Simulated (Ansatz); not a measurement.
Relaxing a structure of Cr

The start is a relaxed Cr cell displaced along its unstable phonon at q = (½, ½, 0) of its primitive reciprocal cell (216i cm⁻¹), largest move 0.15 Å. Cell shape, volume and atoms are optimised at zero target pressure with PBE (plane waves to 420 eV, PAW, scalar-relativistic; Ansatz, a quantum-chemistry and plane-wave program). The first steps use a coarse 11×11×11 k-mesh.

Initial structure:
```
CELL_PARAMETERS angstrom
      0.00000     5.09548     5.09548
      2.54774     2.54774     5.09548
      2.54774     2.54774     0.00000
ATOMIC_POSITIONS crystal
  Cr 0.98749 0.26251 0.21029
  Cr 0.51251 0.23749 0.28971
  Cr 0.01251 0.98749 0.96029
  Cr 0.48749 0.01251 0.03971
```

Task: What pressure does the first self-consistent step give?

Result: -2.1 GPa (negative: the cell is under tension).

Task: Which atoms feel the largest initial force, and how large is it?

Result: 1.16 eV/Å, on Cr1, Cr2, Cr3, Cr4 (atoms numbered as listed).

Task: How does the volume per atom move from start to end?

Result: -28.9 %, from 16.54 to 11.75 Å³/atom.

Task: How do the shortest distances between atoms change?

Result: The closest pairs of elements (up to four, under 3.6 Å), start → end: Cr–Cr 2.21 → 2.39 Å.

Task: What band gap does the relaxed structure have at this level?

Result: No gap (metallic).

Task: Give the final cell and atomic positions.

Result: 
```cif
data_Cr4
_chemical_formula_sum 'Cr4'
_space_group_name_H-M_alt 'Pnma'
_space_group_IT_number 62
_space_group_name_Hall '-P 2ac 2n'
_cell_length_a 4.71113
_cell_length_b 4.17708
_cell_length_c 2.38866
_cell_angle_alpha 90.000
_cell_angle_beta 90.000
_cell_angle_gamma 90.000
loop_
_space_group_symop_operation_xyz
  'x, y, z'
  '-x, -y, -z'
  '-x+1/2, -y, z+1/2'
  'x+1/2, y, -z+1/2'
  'x+1/2, -y+1/2, -z+1/2'
  '-x+1/2, y+1/2, z+1/2'
  '-x, y+1/2, -z'
  'x, -y+1/2, z'
loop_
_atom_site_label
_atom_site_type_symbol
_atom_site_symmetry_multiplicity
_atom_site_Wyckoff_symbol
_atom_site_fract_x
_atom_site_fract_y
_atom_site_fract_z
_atom_site_occupancy
Cr1 Cr 4 c 0.12054 0.25000 0.36879 1
```

Final values are on a 10×11×19 k-mesh of the relaxed cell. No spin polarisation in the result. A magnetic state may lie lower.

The run could not lose the symmetry of its start: the end is stationary, and may be a saddle point rather than a minimum.

The relaxed structure here is a generated cell of Cr: the first start was made by placing the elements on the sites of a structure type, and the end was not matched to a known phase here, so it may be hypothetical. Known forms of Cr include space group No. 229.
